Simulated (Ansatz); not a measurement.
Te2Mo:
```yaml
crystal:
  lattice:
    - [3.49662, 0.00000, 0.00000]
    - [-1.74831, 3.02816, 0.00000]
    - [0.00000, 0.00000, 13.70009]
  atoms:
    - { symbol: Te, position: [0.33333, 0.66667, 0.11735] }
    - { symbol: Te, position: [0.66667, 0.33333, 0.88265] }
    - { symbol: Te, position: [0.66667, 0.33333, 0.61735] }
    - { symbol: Te, position: [0.33333, 0.66667, 0.38265] }
    - { symbol: Mo, position: [0.33333, 0.66667, 0.75000] }
    - { symbol: Mo, position: [0.66667, 0.33333, 0.25000] }
```

Relaxed with PBE+D3(BJ). Special points in fractions of this cell's reciprocal vectors: Γ (0.000, 0.000, 0.000); M (0.500, 0.000, 0.000); K (0.333, 0.333, 0.000); A (0.000, 0.000, 0.500); L (0.500, 0.000, 0.500); H (0.333, 0.333, 0.500).

### Question
List the band energies nearest the valence-band maximum at these points for DFT-PBE+D3(BJ) in the program Ansatz with PAW potentials.

### Answer
In eV from the valence-band maximum; about four levels below and three above (degenerate sets whole), none deeper than 8.9 eV; points with the same levels are listed once.

```csv
k,below,above
Γ,-1.00 -1.00 -0.18 0.00,2.87 2.87 3.05 3.05
M,-1.10 -1.03 -0.66 -0.26,1.27 1.34 1.41
K,-1.87 -1.87 -0.38 -0.08,0.95 1.00 1.00
A,-1.03 -1.03 -1.03 -1.03 -0.05 -0.05,2.91 2.91 2.91 2.91
L,-1.04 -1.04 -0.46 -0.46,1.30 1.30 1.64 1.64
H,-2.10 -2.10 -0.27 -0.27,1.01 1.01 1.51 1.51
```

Space group P6_3/mmc. The cell was relaxed with PBE+D3(BJ) under the symmetry of its start; of distortions, only those at the zone centre were tested. The run is not spin-polarised. Spin–orbit coupling is left out wherever it is not named.

Potentials: the later of the program's two PAW sets.
